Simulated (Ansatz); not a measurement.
Polymorphs of Cu3Sn, each relaxed with the program Ansatz at the r²SCAN level (PAW):

A: Pmmn
a = 4.279 Å, b = 5.480 Å, c = 4.784 Å, α = β = γ = 90.00°

```csv
atom,site,symmetry,x,y,z
Cu,2b,mm2,0.5000,0.0000,0.2985
Cu,4e,m..,0.0000,0.2467,0.1551
Sn,2a,mm2,0.0000,0.0000,0.6573
```

B: P6_3/mmc
a = 5.5148 Å, b = 5.5148 Å, c = 4.2662 Å, α = 90.00°, β = 90.00°, γ = 120.00°

```
atom  site  symmetry       x       y       z
----  ----  --------  ------  ------  ------
Cu      6h       mm2  0.3108  0.1554  0.2500
Sn      2c      -6m2  0.3333  0.6667  0.2500
```

Task: Order them by energy per atom at 0 K (lowest first) at the level r²SCAN.

Result: B (+0 meV/atom), A (+5 meV/atom)

Standing as an ambient phase not checked: A; B. All cells were relaxed under the symmetry of their starts (and spin orders); stability against distortions was not tested throughout. Rows with no word on spin ran without spin polarisation. Scalar-relativistic: spin–orbit coupling is off unless named, which matters more the heavier the elements.

Energies hold the estimated change up to a 700 eV cutoff; steps of a few meV lie near the error of the meshes.

Potentials: the later of the program's two PAW sets.
